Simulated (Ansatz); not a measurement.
ZrRu (CsCl type, Pm-3m) under volume change, plane-wave PAW PBEsol (Ansatz code), scaled uniformly.

```tsv
V (Å³/atom)	E − E(relaxed) (meV/atom)	P (GPa)
15.368	100.0	22.77
15.874	42.2	14.04
16.381	10.0	6.50
16.888	0.0	-0.01
17.394	9.1	-5.60
17.901	(withheld)	(withheld)
18.407	(withheld)	(withheld)
```

Problem. What belongs in the gaps?

Solution. 
- 18.407, E − E(relaxed) (meV/atom): 73.8
- 18.407, P (GPa): -14.39
- 17.901, E − E(relaxed) (meV/atom): 34.5
- 17.901, P (GPa): -10.35

Problem. What does a third-order Birch–Murnaghan fit give for V₀, B₀ and B′?

Solution. V₀ = 16.89 Å³/atom, B₀ = 200 GPa, B′ = 4.1.

The workflow started from an entry of the Crystallography Open Database (COD). Its standing as an ambient phase is unchecked. The cell was relaxed with PBEsol under the symmetry of its start; its stability against distortions is not shown here. The run is not spin-polarised. Scalar-relativistic: spin–orbit coupling is off unless named, which matters more the heavier the elements.

Potentials: the later of the program's two PAW sets.
